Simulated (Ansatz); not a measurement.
Relaxed candidate structures of MoSe2:

A. Pnma (No. 62), oP12; a = 7.0925 Å, b = 3.3593 Å, c = 8.9738 Å, α = β = γ = 90.00°; Mo 4c (0.250, 0.250, 0.087); Se 4c (0.127, 0.250, 0.392); Se 4c (0.011, 0.250, 0.865); non-magnetic

B. Pa-3 (No. 205), cP12, AFLOW prototype AB2_cP12_205_a_c (C2, as in FeS2); a = b = c = 6.187 Å, α = β = γ = 90.00°; Mo 4a (0.000, 0.000, 0.000); Se 8c (0.370, 0.370, 0.370); ferromagnetic

C. Fm-3m (No. 225), cF12; a = b = c = 6.110 Å, α = β = γ = 90.00°; Mo 4a (0.000, 0.000, 0.000); Se 8c (0.250, 0.250, 0.250); non-magnetic

Put the candidates in order of energy per atom, lowest first, for PBEsol (plane waves to 420 eV, PAW, scalar-relativistic; Ansatz, a program for electronic structure).

A (reference), B (+0.02 eV/atom), C (+0.14 eV/atom)

The lowest structure calculated, Pnma, oP12, non-magnetic, is not among these; it lies 0.29 eV/atom below the lowest of them. 1 run with a doubtful electronic state, a coarser numerical grid, an end not at rest or a source that can't be used is left out. 1 generated cell of layers, chains or molecules, poorly bound without dispersion, is left out. Each run could gain symmetry but not lose that of its start, so entries can be saddle points. Known forms of MoSe2 include space group No. 194. That form is not among the structures calculated here. All of these are generated cells (placed on structure types, drawn at random, substituted or restacked) that were not matched to a known phase here. Each structure is listed in the lowest spin state found for it. Static energies at zero pressure. The runs use different k-meshes, so differences are rounded accordingly. Spin states reached: non-magnetic, ferromagnetic; non-magnetic ones ran without spin or lost their moments; spin orders were not searched systematically.
